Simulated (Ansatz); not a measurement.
Ansatz (an electronic-structure program) input:

Ansatz 0.2 input:
```yaml
crystal:
  lattice:
    - [1.444857343, 0.8341887759, 5.1218764958]
    - [-1.444857343, 0.8341887759, 5.1218764958]
    - [0.0, -1.6683775519, 5.1218764958]
  atoms:
    - { symbol: Na, position: [0.0, 0.0, 0.0] }
    - { symbol: Co, position: [0.5, 0.5, 0.5] }
    - { symbol: O, position: [0.2291531665, 0.2291531665, 0.2291531665] }
    - { symbol: O, position: [0.7708468335, 0.7708468335, 0.7708468335] }
kpoints:
  mp_grid: { grid: [11, 11, 11] }
hamiltonian:
  xc: pbesol
  pseudopotentials: { kind: paw }
scf:
  occupations: { method: fixed }
elastic: { mode: relaxed_ion, stencil: two_point, amplitude: 0.005, f_tol: 0.0005 }
```

Output (shortened):

```
Pseudopotentials: kind: paw
Pseudopotential: Na, paw, valence charge 9
Pseudopotential: Co, paw, valence charge 17
Pseudopotential: O, paw, valence charge 6
Functional definition: PBEsol
Crystal: 4 atoms, lattice volume = 37.040 Å³
Basis set: ecut = 420 eV, 707 PW (Γ), exchange–correlation on 80×80×80 points (8 copies of the dense FFT grid, shifted against one another)
Bands: 23, of which v1, the nominal top of the filled ones, is band 19 counted from 1 (18 counted from 0)
Symmetry: 12 space group operations
Space group: R-3m (ITA 166), of the structure as read, at distance tolerance 3.3e-5 Å
k-points: 146 of 1331
PAW frozen core: Na, regenerated for the run's functional, and the local potential with it
PAW frozen core: Co, regenerated for the run's functional, and the local potential with it
PAW frozen core: O, regenerated for the run's functional, and the local potential with it
Initial wavefunctions: pseudopotential atomic-orbital guess
Eigensolver: davidson
Functional: x = pbesol(κ = 0.804, μ = 0.12345679012345678), c = pbesol(β = 0.046)
all-band conjugate gradients solve this SCF's bands
SCF 1 converged in 11 iterations: F = -7690.899418 eV  dr2 = 1.34e-14
Crystal: 4 atoms, lattice volume = 36.855 Å³
Basis set: ecut = 420 eV, 695 PW (Γ), exchange–correlation on 80×80×80 points (8 copies of the dense FFT grid, shifted against one another)
Symmetry: 4 space group operations
k-points: 366 of 1331
Initial density: handed on by an earlier stage of this run
Initial wavefunctions: pseudopotential atomic-orbital guess (no wavefunctions were taken with the density)
SCF 2 converged in 13 iterations: F = -7690.898257 eV  dr2 = 1.38e-14
relax step   1: F+E_penalty+E_count = -7690.89825732 eV  Δ(F+E_penalty+E_count) = +0.000e0 eV  max|allowed force component| = 4.173e-2 eV/Å  Δτ_max = 0.0000 Å  (13 SCF iters, accepted)
density extrapolation: transplant  |δρ|_rms = 9.614e-2 e/Å³  SAD shift = 2.044e-3 e/Å³
Crystal: 4 atoms, lattice volume = 36.855 Å³
Initial wavefunctions: those handed on with the density
SCF 3 converged in 9 iterations: F = -7690.898329 eV  dr2 = 4.18e-14
relax step   2: F+E_penalty+E_count = -7690.89832860 eV  Δ(F+E_penalty+E_count) = -7.129e-5 eV  max|allowed force component| = 2.138e-2 eV/Å  Δτ_max = 0.0011 Å  (9 SCF iters, accepted)
density extrapolation: transplant  |δρ|_rms = 9.615e-2 e/Å³  SAD shift = 2.397e-3 e/Å³
Crystal: 4 atoms, lattice volume = 36.855 Å³
SCF 4 converged in 9 iterations: F = -7690.898358 eV  dr2 = 8.77e-14
relax step   3: F+E_penalty+E_count = -7690.89835771 eV  Δ(F+E_penalty+E_count) = -2.911e-5 eV  max|allowed force component| = 7.302e-4 eV/Å  Δτ_max = 0.0013 Å  (9 SCF iters, accepted)
density extrapolation: transplant  |δρ|_rms = 9.617e-2 e/Å³  SAD shift = 1.294e-4 e/Å³
Crystal: 4 atoms, lattice volume = 36.855 Å³
SCF 5 converged in 7 iterations: F = -7690.898358 eV  dr2 = 1.31e-14
relax step   4: F+E_penalty+E_count = -7690.89835775 eV  Δ(F+E_penalty+E_count) = -4.126e-8 eV  max|allowed force component| = 1.363e-4 eV/Å  Δτ_max = 0.0001 Å  (7 SCF iters, accepted)
Crystal: 4 atoms, lattice volume = 36.855 Å³
SCF 6 converged in 6 iterations: F = -7690.898358 eV  dr2 = 3.65e-14
Crystal: 4 atoms, lattice volume = 37.225 Å³
SCF 7 converged in 14 iterations: F = -7690.898398 eV  dr2 = 7.29e-15
relax step   1: F+E_penalty+E_count = -7690.89839816 eV  Δ(F+E_penalty+E_count) = +0.000e0 eV  max|allowed force component| = 4.020e-2 eV/Å  Δτ_max = 0.0000 Å  (14 SCF iters, accepted)
density extrapolation: transplant  |δρ|_rms = 9.577e-2 e/Å³  SAD shift = 4.178e-3 e/Å³
Crystal: 4 atoms, lattice volume = 37.225 Å³
SCF 8 converged in 10 iterations: F = -7690.898492 eV  dr2 = 1.57e-15
relax step   2: F+E_penalty+E_count = -7690.89849213 eV  Δ(F+E_penalty+E_count) = -9.397e-5 eV  max|allowed force component| = 1.226e-3 eV/Å  Δτ_max = 0.0022 Å  (10 SCF iters, accepted)
density extrapolation: transplant  |δρ|_rms = 9.574e-2 e/Å³  SAD shift = 1.453e-4 e/Å³
Crystal: 4 atoms, lattice volume = 37.225 Å³
SCF 9 converged in 7 iterations: F = -7690.898492 eV  dr2 = 5.93e-14
relax step   3: F+E_penalty+E_count = -7690.89849223 eV  Δ(F+E_penalty+E_count) = -1.004e-7 eV  max|allowed force component| = 2.426e-6 eV/Å  Δτ_max = 0.0001 Å  (7 SCF iters, accepted)
Crystal: 4 atoms, lattice volume = 37.225 Å³
SCF 10 converged in 6 iterations: F = -7690.898492 eV  dr2 = 1.48e-14
Crystal: 4 atoms, lattice volume = 36.855 Å³
SCF 11 converged in 13 iterations: F = -7690.898577 eV  dr2 = 2.02e-14
relax step   1: F+E_penalty+E_count = -7690.89857679 eV  Δ(F+E_penalty+E_count) = +0.000e0 eV  max|allowed force component| = 4.783e-2 eV/Å  Δτ_max = 0.0000 Å  (13 SCF iters, accepted)
density extrapolation: transplant  |δρ|_rms = 9.612e-2 e/Å³  SAD shift = 2.275e-3 e/Å³
Crystal: 4 atoms, lattice volume = 36.855 Å³
SCF 12 converged in 9 iterations: F = -7690.898663 eV  dr2 = 5.25e-14
relax step   2: F+E_penalty+E_count = -7690.89866270 eV  Δ(F+E_penalty+E_count) = -8.591e-5 eV  max|allowed force component| = 2.436e-2 eV/Å  Δτ_max = 0.0012 Å  (9 SCF iters, accepted)
density extrapolation: transplant  |δρ|_rms = 9.613e-2 e/Å³  SAD shift = 2.360e-3 e/Å³
Crystal: 4 atoms, lattice volume = 36.855 Å³
SCF 13 converged in 9 iterations: F = -7690.898693 eV  dr2 = 5.55e-14
relax step   3: F+E_penalty+E_count = -7690.89869281 eV  Δ(F+E_penalty+E_count) = -3.011e-5 eV  max|allowed force component| = 3.074e-5 eV/Å  Δτ_max = 0.0012 Å  (9 SCF iters, accepted)
Crystal: 4 atoms, lattice volume = 36.855 Å³
SCF 14 converged in 6 iterations: F = -7690.898693 eV  dr2 = 8.17e-15
Crystal: 4 atoms, lattice volume = 37.225 Å³
Basis set: ecut = 420 eV, 713 PW (Γ), exchange–correlation on 80×80×80 points (8 copies of the dense FFT grid, shifted against one another)
SCF 15 converged in 14 iterations: F = -7690.898640 eV  dr2 = 1.65e-14
relax step   1: F+E_penalty+E_count = -7690.89863965 eV  Δ(F+E_penalty+E_count) = +0.000e0 eV  max|allowed force component| = 4.764e-2 eV/Å  Δτ_max = 0.0000 Å  (14 SCF iters, accepted)
density extrapolation: transplant  |δρ|_rms = 9.580e-2 e/Å³  SAD shift = 4.599e-3 e/Å³
Crystal: 4 atoms, lattice volume = 37.225 Å³
SCF 16 converged in 10 iterations: F = -7690.898757 eV  dr2 = 2.65e-15
relax step   2: F+E_penalty+E_count = -7690.89875705 eV  Δ(F+E_penalty+E_count) = -1.174e-4 eV  max|allowed force component| = 8.996e-4 eV/Å  Δτ_max = 0.0024 Å  (10 SCF iters, accepted)
density extrapolation: transplant  |δρ|_rms = 9.577e-2 e/Å³  SAD shift = 8.852e-5 e/Å³
Crystal: 4 atoms, lattice volume = 37.225 Å³
SCF 17 converged in 7 iterations: F = -7690.898757 eV  dr2 = 6.42e-14
relax step   3: F+E_penalty+E_count = -7690.89875709 eV  Δ(F+E_penalty+E_count) = -4.182e-8 eV  max|allowed force component| = 1.294e-6 eV/Å  Δτ_max = 0.0000 Å  (7 SCF iters, accepted)
Crystal: 4 atoms, lattice volume = 37.225 Å³
SCF 18 converged in 6 iterations: F = -7690.898757 eV  dr2 = 6.17e-14
Crystal: 4 atoms, lattice volume = 37.040 Å³
Basis set: ecut = 420 eV, 703 PW (Γ), exchange–correlation on 80×80×80 points (8 copies of the dense FFT grid, shifted against one another)
SCF 19 converged in 12 iterations: F = -7690.899017 eV  dr2 = 2.64e-14
relax step   1: F+E_penalty+E_count = -7690.89901704 eV  Δ(F+E_penalty+E_count) = +0.000e0 eV  max|allowed force component| = 4.317e-2 eV/Å  Δτ_max = 0.0000 Å  (12 SCF iters, accepted)
density extrapolation: transplant  |δρ|_rms = 9.596e-2 e/Å³  SAD shift = 1.971e-3 e/Å³
Crystal: 4 atoms, lattice volume = 37.040 Å³
SCF 20 converged in 8 iterations: F = -7690.899093 eV  dr2 = 2.54e-14
relax step   2: F+E_penalty+E_count = -7690.89909280 eV  Δ(F+E_penalty+E_count) = -7.576e-5 eV  max|allowed force component| = 2.996e-2 eV/Å  Δτ_max = 0.0010 Å  (8 SCF iters, accepted)
density extrapolation: transplant  |δρ|_rms = 9.596e-2 e/Å³  SAD shift = 4.472e-3 e/Å³
Crystal: 4 atoms, lattice volume = 37.040 Å³
SCF 21 converged in 9 iterations: F = -7690.899163 eV  dr2 = 2.13e-14
relax step   3: F+E_penalty+E_count = -7690.89916307 eV  Δ(F+E_penalty+E_count) = -7.027e-5 eV  max|allowed force component| = 1.813e-4 eV/Å  Δτ_max = 0.0023 Å  (9 SCF iters, accepted)
Crystal: 4 atoms, lattice volume = 37.040 Å³
SCF 22 converged in 6 iterations: F = -7690.899163 eV  dr2 = 1.99e-14
Crystal: 4 atoms, lattice volume = 37.040 Å³
Basis set: ecut = 420 eV, 699 PW (Γ), exchange–correlation on 80×80×80 points (8 copies of the dense FFT grid, shifted against one another)
SCF 23 converged in 12 iterations: F = -7690.899018 eV  dr2 = 2.02e-14
relax step   1: F+E_penalty+E_count = -7690.89901831 eV  Δ(F+E_penalty+E_count) = +0.000e0 eV  max|allowed force component| = 4.340e-2 eV/Å  Δτ_max = 0.0000 Å  (12 SCF iters, accepted)
density extrapolation: transplant  |δρ|_rms = 9.596e-2 e/Å³  SAD shift = 6.462e-3 e/Å³
Crystal: 4 atoms, lattice volume = 37.040 Å³
SCF 24 converged in 11 iterations: F = -7690.899163 eV  dr2 = 1.87e-14
relax step   2: F+E_penalty+E_count = -7690.89916335 eV  Δ(F+E_penalty+E_count) = -1.450e-4 eV  max|allowed force component| = 1.314e-3 eV/Å  Δτ_max = 0.0034 Å  (11 SCF iters, accepted)
density extrapolation: transplant  |δρ|_rms = 9.596e-2 e/Å³  SAD shift = 1.596e-4 e/Å³
Crystal: 4 atoms, lattice volume = 37.040 Å³
SCF 25 converged in 7 iterations: F = -7690.899163 eV  dr2 = 8.89e-14
relax step   3: F+E_penalty+E_count = -7690.89916347 eV  Δ(F+E_penalty+E_count) = -1.187e-7 eV  max|allowed force component| = 3.426e-5 eV/Å  Δτ_max = 0.0001 Å  (7 SCF iters, accepted)
Crystal: 4 atoms, lattice volume = 37.040 Å³
SCF 26 converged in 6 iterations: F = -7690.899163 eV  dr2 = 1.71e-14
SCF converged after 11 iterations
Free energy (F): -7690.899418 eV
Harris-Foulkes:  -7690.899418 eV  (|F-HF|=1.82e-12)
Internal energy: -7690.899418 eV  (E = F + TS)
E sigma→0 (E₀):  -7690.899418 eV
Fermi energy:    11.130881 eV
--- Per-component energies (eV) ---
  E_band       = -494.512465
  E_kinetic    = 923.170308
  E_local      = -5409.542224  (includes V_loc(G=0)·N_el)
  E_nonlocal   = 668.855153
  E_hartree    = 2177.621592
  E_xc         = -342.245691
  E_vxc        = -441.796000  (∫ρ·V_xc dr)
  E_paw        = -2037.316505  (= ΣΔE_a)
  E_vpaw       = -590.447646  (= ΣTr[D̂ρ^β])
  E_aug_tail   = 0.004756  (compensation charges beyond the density's cutoff)
  E_ewald      = -3671.760496
  E_core_change = 0.313689  (= ΣΔE_core)
  E_smearing   =  0.000000  (= −TS)
  E_closure    =  0.000000  (closes the sum)
  Σ components = -7690.899418   (vs F -7690.899418, Δ=0.00e0)
--- Forces (eV/Å), atoms counted from 1 ---
  atom   1  Na     0.00000000     0.00000000     0.00000000
  atom   2  Co     0.00000000     0.00000000     0.00000000
  atom   3  O      0.00000000     0.00000000    -0.00005371
  atom   4  O      0.00000000     0.00000000     0.00005371
  max |Σ_I F_I| component: 4.63e-18 eV/Å
--- Stress (GPa, compression-positive) ---
        0.022291       0.000000       0.000000
        0.000000       0.022291       0.000000
        0.000000       0.000000      -0.002307
  P = ⅓ Tr σ = 0.0141 GPa (0.141 kbar)
  The stress holds the Pulay correction. Without it, at fixed plane waves, as pw.x and ABINIT print it: P = -0.7675 GPa
  The stress includes an estimate of the error left by incomplete SCF convergence (largest component 0.0000 GPa).
--- Band table (eV; the first three rows and the last of 146) ---
  k-point 0: bands = ["-83.7102", "-47.1668", "-47.1668", "-47.0119", "-39.9318", "-12.1261", "-11.9064", "-11.9064", "-9.0295", "-6.9430", "4.1989", "5.5415", "5.5415", "8.5552", "8.7796", "8.7796", "9.8807", "9.8807", "10.9445", "13.1332", "13.1332", "14.7888", "18.9393"]
  k-point 1: bands = ["-83.7098", "-47.1716", "-47.1680", "-47.0112", "-39.9287", "-12.1140", "-11.9398", "-11.9121", "-8.9232", "-6.9555", "4.3330", "5.4164", "5.5934", "8.1622", "8.4927", "8.6515", "10.0518", "10.1245", "10.9727", "12.8908", "13.0759", "15.1572", "19.2901"]
  k-point 2: bands = ["-83.7087", "-47.1844", "-47.1710", "-47.0092", "-39.9205", "-12.0813", "-12.0252", "-11.9272", "-8.6325", "-6.9880", "4.6852", "5.1688", "5.7330", "7.0147", "8.0062", "8.7520", "10.1896", "10.4621", "11.0103", "12.4065", "12.9640", "16.0618", "19.9857"]
  k-point 145: bands = ["-83.7099", "-47.1716", "-47.1680", "-47.0112", "-39.9287", "-12.1611", "-11.9382", "-11.9121", "-8.6582", "-7.2282", "5.0589", "5.3002", "5.6144", "7.5819", "8.1580", "8.4473", "10.0258", "10.1185", "11.1026", "12.8711", "13.1153", "16.6945", "18.3780"]
  band table: 23 of 23 bands, residual norms ≤ 1.0e-3 eV
--- Elastic constants: 3 strain directions × 2 members + reference (group order 12) ---
  dense FFT box of the reference and of every strained cell: 40×40×40
  strains applied: 11, 33, 23; error gains …
  C = ∂σ_k/∂η_j (tension-positive GPa; Voigt order 11 22 33 23 13 12):
       335.556     94.048     76.743     23.358      0.000      0.000
        94.048    335.556     76.743    -23.358      0.000      0.000
        76.726     76.726    226.884      0.000      0.000      0.000
        23.385    -23.385      0.000     75.530      0.000      0.000
         0.000      0.000      0.000      0.000     75.530     23.385
         0.000      0.000      0.000      0.000     23.358    120.754
  reference stress σ⁰ (GPa):     -0.022     -0.022      0.002      0.000      0.000      0.000
  moduli (Voigt/Reuss/Hill, GPa): K = 154.78/148.66/151.72   G = 97.73/88.31/93.02   E = 231.70   ν = 0.245
  mechanically stable: yes (min eigenvalue of sym C = 65.62 GPa)
  strain η (Voigt 11):  stress-route row diagonal C_11 = 335.56 GPa, energy-path curvature d²(F+E_count+ΔE)/dδ²/Ω₀ = 335.17 GPa
         δ    σ_11 (GPa)             F (eV)   n_scf  n_hpsi   n_pw
    -5.000e-3      -1.7201       -7690.8983578       6  111386    732   relax 4 steps, max|allowed force component| 1.36e-4 eV/Å
     5.000e-3       1.6355       -7690.8984922       6  112544    741   relax 3 steps, max|allowed force component| 2.43e-6 eV/Å
  strain η (Voigt 33):  stress-route row diagonal C_33 = 226.88 GPa, energy-path curvature d²(F+E_count+ΔE)/dδ²/Ω₀ = 226.80 GPa
         δ    σ_33 (GPa)             F (eV)   n_scf  n_hpsi   n_pw
    -5.000e-3      -1.1434       -7690.8986928       6   44377    733   relax 3 steps, max|allowed force component| 3.07e-5 eV/Å
     5.000e-3       1.1255       -7690.8987571       6   44673    739   relax 3 steps, max|allowed force component| 1.29e-6 eV/Å
  strain η (Voigt 23):  stress-route row diagonal C_44 = 75.53 GPa, energy-path curvature d²(F+E_count+ΔE)/dδ²/Ω₀ = 75.54 GPa
         δ    σ_23 (GPa)             F (eV)   n_scf  n_hpsi   n_pw
    -5.000e-3      -0.3740       -7690.8991631       6  112047    738   relax 3 steps, max|allowed force component| 1.81e-4 eV/Å
     5.000e-3       0.3813       -7690.8991635       6  112927    738   relax 3 steps, max|allowed force component| 3.43e-5 eV/Å
```

Cost: about 4 core-minutes (a rough figure) on shared cores.

The workflow started from a Materials Project entry (that database holds measured and hypothetical structures alike); the Crystallography Open Database copy checked does not list it. Its standing as an ambient phase is unchecked. Symmetry was held in the PBEsol relaxation; its stability against distortions is not shown here. No spin polarisation was allowed. No Hubbard U is applied.

Potentials: the later of the program's two PAW sets.

Ansatz is a plane-wave DFT program.
